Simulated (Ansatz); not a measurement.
Ga2S3:
```
CELL_PARAMETERS angstrom
      5.62585     3.22939     0.00000
     -5.62585     3.22939     0.00000
     -3.64417     0.00000     6.04660
ATOMIC_POSITIONS crystal
  Ga 0.86331 0.26940 0.38052
  Ga 0.73060 0.13669 0.88052
  Ga 0.55340 0.64158 0.37074
  Ga 0.35842 0.44660 0.87074
  S  0.57276 0.25278 0.49739
  S  0.74722 0.42724 0.99739
  S  0.23997 0.58579 0.48798
  S  0.41421 0.76003 0.98798
  S  0.08829 0.09016 0.01436
  S  0.90984 0.91171 0.51436
```

Relaxed with r²SCAN. Special points in fractions of this cell's reciprocal vectors: Γ (0.000, 0.000, 0.000); C (0.362, 0.362, 0.000); C2 (-0.362, 0.638, 0.000); Y2 (-0.500, 0.500, 0.000); M2 (-0.500, 0.500, 0.500); D (-0.270, 0.730, 0.500); D2 (0.270, 0.270, 0.500); A (0.000, 0.000, 0.500); L2 (0.000, 0.500, 0.500); V2 (0.000, 0.500, 0.000).

Problem. List the band energies nearest the valence-band maximum at these points for DFT-r²SCAN in the program Ansatz with PAW potentials.

Solution. In eV from the valence-band maximum; about four levels below and three above (degenerate sets whole), none deeper than 8.9 eV; points with the same levels are listed once.

```csv
k,below,above
Γ,-1.08 -0.72 -0.56 0.00,2.33 2.84 3.47
C,-1.52 -1.28 -1.13 -0.19,2.87 3.10 3.19
Y2,-1.79 -1.48 -1.38 -0.22,3.18 3.36 3.62
M2,-1.44 -1.44 -0.57 -0.57,2.98 2.98 3.76 3.76
D,-1.41 -1.41 -0.63 -0.63,3.13 3.13 3.52 3.52
A,-1.17 -1.17 -0.61 -0.61,3.42 3.42 4.16 4.16
L2,-1.64 -1.15 -0.87 -0.58,3.02 3.40 3.89
V2,-1.43 -1.38 -1.16 -0.12,2.92 3.06 3.57
```

Space group Cc. The workflow started from a Materials Project entry (that database holds measured and hypothetical structures alike); the Crystallography Open Database files this formula in space group No. 9, but the cells were not matched. Its standing as an ambient phase is unchecked. Symmetry was held in the r²SCAN relaxation; its stability against distortions is not shown here. Scalar-relativistic: spin–orbit coupling is off unless named, which matters more the heavier the elements.

Potentials: the earlier of the program's two PAW sets.
